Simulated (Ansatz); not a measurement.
Na:
```
CELL_PARAMETERS angstrom
     -2.08567     2.08567     2.08567
      2.08567    -2.08567     2.08567
      2.08567     2.08567    -2.08567
ATOMIC_POSITIONS crystal
  Na 0.00000 0.00000 0.00000
```

Relaxed with PBEsol.

### Question
List the phonon frequencies at the special points (DFPT on a 4×4×4 q-mesh, Fourier-interpolated; plane-wave PAW PBEsol (Ansatz code)).

### Answer
In cm⁻¹.

```
q  frequencies
-  -----------
Γ        0 0 0
H  126 126 126
N    29 88 132
P  100 100 100
```

Space group Im-3m (bcc (W type)). The cell was relaxed with PBEsol under the symmetry of its start; phonons on a q-mesh show no instability. As this level gives no gap, phonon frequencies hold no LO–TO term and depend on the k-mesh and smearing (Fermi–Dirac, 0.1 eV here).

Potentials: the earlier of the program's two PAW sets.
